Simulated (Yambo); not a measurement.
CdS is modelled in the cubic space group F-43m (No. 216), the zinc blende structure, Pearson symbol cF8. Conventional cell: a = b = c = 5.8248 Å, α = β = γ = 90.00°. S on 4c is surrounded by 4 Cd at 2.522 Å (tetrahedral). Cd on 4a is coordinated by 4 S at 2.522 Å (tetrahedral). (Neighbours: up to the widest gap in distance over summed covalent radii, below 1.35, at either atom; cation-cation contacts left out.)
(The calculation used a cell of 2 atoms; values per cell refer to that cell.)

CdS (zinc blende, space group F-43m, No. 216) under isotropic strain (on all lattice vectors), counted from the cell relaxed with PBEsol, atoms relaxed at each step. PBEsol (Quantum ESPRESSO, PseudoDojo norm-conserving, 102 Ry, no spin-orbit coupling); G0W0 in Yambo (4×4×4 Γ-centred k mesh, bands 5 to 118 and a 10 Ry block in the screening, 118 bands in G with the Bruneval-Gonze terminator, plasmon pole fitted at 27.2 eV).

Unstrained, the direct gap at Γ is 1.01 eV in PBEsol and 2.20 eV in G0W0.

### Question
How fast does it move with strain?

### Answer
Between -0.7 % and +1 % the direct gap at Γ has a volume deformation potential dE/dlnV of -2.8 eV in G0W0 and -2.0 eV in PBEsol. (G0W0: 2.252 eV at -0.7 %, 2.109 eV at +1 %; Δ ln V = 3 ln(1.01/0.993) = 0.0509.) Convergence of the GW settings isn't established. Spin-orbit splittings are left out.
